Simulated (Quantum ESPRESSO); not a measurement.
Na₃MoO₃F₃ is taken in the trigonal space group R3, hexagonal axes (No. 146), Pearson symbol hR10. Conventional cell: a = b = 5.567 Å, c = 14.506 Å, α = β = 90.00°, γ = 120.00°. O on 9b has 1 Mo at 1.750 Å and 3 Na at 2.335–2.451 Å. F on 9b has 1 Mo at 2.125 Å and 3 Na at 2.233–2.315 Å. Na1 on 3a has 3 F at 2.315 Å and 3 O at 2.335 Å. Na2 on 3a is surrounded by 3 F at 2.233 Å and 3 O at 2.408 Å (octahedral). Na3 on 3a has 3 F at 2.245 Å and 3 O at 2.451 Å. Mo on 3a has 3 O at 1.750 Å and 3 F at 2.125 Å. (Neighbours: up to the widest gap in distance over summed covalent radii, below 1.35, at either atom; cation-cation contacts left out.)
(The calculation used a cell of 10 atoms; values per cell refer to that cell.)

The geometry is that of Materials Project entry mp-18753, symmetrised and not relaxed again.

What does PBEsol (pw.x of Quantum ESPRESSO, ONCV potentials, scalar-relativistic) give for the electronic structure near the Fermi level?

The PBEsol gap is indirect, 4.05 eV, from X to Z; the smallest direct gap is 4.24 eV. Another valence extremum on the path lies within 0.02 eV, too close to call. Spin-orbit splittings are left out.
